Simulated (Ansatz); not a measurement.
**HfC: distorted cells**

Theory: DFT PBEsol, scalar-relativistic, plane waves, PAW in Ansatz 0.2.0.

Settings: cutoff 420 eV, Γ-centred mesh 15×15×8 on the computed 4-atom cell, Gaussian smearing of 0.10 eV; no spin polarisation.

Reference cell:

```
CELL_PARAMETERS angstrom
3.34287 0.00000 0.00000
-1.67143 2.89501 0.00000
0.00000 0.00000 5.20271
ATOMIC_POSITIONS crystal
Hf 0.66667 0.33333 0.75000
Hf 0.33333 0.66667 0.25000
C 0.00000 0.00000 0.00000
C 0.00000 0.00000 0.50000
```

Each variant moves atoms of this cell by the vectors given, if any (Å), and then applies a symmetric strain (tensor components, Cartesian axes). The reference cell isn't relaxed at this level. Energies are per atom at zero smearing, counted from the lowest variant. Pressure is positive in compression.

1. strain (xx yy zz yz xz xy, %) 3.55 3.55 -5.46 0.00 0.00 0.00
2. strain (xx yy zz yz xz xy, %) -2.55 -2.55 0.45 0.00 0.00 0.00
3. strain (xx yy zz yz xz xy, %) 4.12 4.12 5.62 0.00 0.00 0.00

| variant | ΔE (meV/atom) | P (GPa) | space group |
| --- | --- | --- | --- |
| 1 | 67.7 | -11.22 | P6_3/mmc |
| 2 | 0.0 | 4.10 | P6_3/mmc |
| 3 | 228.7 | -29.39 | P6_3/mmc |

Spin–orbit coupling is left out, which can shift energies with elements as heavy as these.

This form isn't the usual stable structure of the compound.